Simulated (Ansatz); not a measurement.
# Structures of SrNb2: which is lowest?

Plane-wave DFT in Ansatz with scalar-relativistic PAW potentials, cutoff 420 eV, Γ-centred meshes chosen by cell and gap, Gaussian smearing with energies taken to zero width. Every cell was relaxed (cell and atoms) in a run of its own, within the symmetry of its start. Functional: PBE.

Relaxed structures (starts from databases or built by putting these elements on another compound's sites):
A. R3m, 6 atoms in the computed cell, a = 6.056 Å, c = 14.263 Å; sites (symmetry × multiplicity) Sr 3m × 3 + 3m × 3, Nb .m × 9 + 3m × 3; start: built
B. Fd-3m, 6 atoms in the computed cell, a = 8.388 Å; sites (symmetry × multiplicity) Sr -43m × 8, Nb .-3m × 16; start: built

Task: Rank them by energy. Could pressure change the order?

Result:
```csv
structure,group,E − E(lowest) (meV/atom),V (Å³/atom),gap on mesh (eV)
A,R3m,0.0,25.17,0.00
B,Fd-3m,11.1,24.59,0.00
```

A is lowest, 11 meV/atom under B. The two lowest differ in volume by under 3 %, too little for a first-order estimate of what pressure does to that pair (other pairs aren't weighed here); with rigid cells even 3 % in favour of the higher one would need about 2 GPa. Other structures may lie lower than all of these, and vibrations aren't counted.